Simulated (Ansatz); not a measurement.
## CoO: energy against total moment

The calculation used DFT PBEsol, scalar-relativistic, plane waves, PAW in Ansatz 0.2.0.

```
Co O
1.0
     1.50547    0.86918    2.43993
    -1.50547    0.86918    2.43993
     0.00000   -1.73837    2.43993
Co O
1 1
Direct
  0.00000 0.00000 0.00000
  0.50000 0.50000 0.50000
```

The plane-wave cutoff is 420 eV, the Γ-centred k-mesh is 18×18×18 and the occupation rule is Gaussian smearing, 0.1 eV.

The total moment of the cell is held at each value, at fixed atoms.

Site moments are spin moments in atom-centred spheres that scale with the neighbour distance.

| held moment (μB/cell) | E above lowest (meV/atom) | P (GPa) | site moments (μB) |
| --- | --- | --- | --- |
| 0.00 | 241.9 | -27.3 | none over 0.05 |
| 1.00 | 173.1 | -24.4 | Co +0.95 |
| 2.00 | 61.2 | -17.5 | Co +1.80, O +0.10 |
| 3.00 | 0.0 | -8.6 | Co +2.53, O +0.36 |
| 4.00 | 1256.1 | 15.6 | Co +2.90, O +0.69 |
| 5.00 | 3156.1 | 46.4 | Co +3.28, O +1.01 |
| 6.00 | 5641.0 | 83.8 | Co +3.62, O +1.38 |
| 7.00 | 8452.1 | 118.7 | Co +3.90, O +1.73 |
| 8.00 | 11744.9 | 156.7 | Co +4.20, O +2.01 |

Cost: 9 runs of about 4.6 core-minutes in all, on AMD EPYC 7R43 (Zen 3) (shared hosts).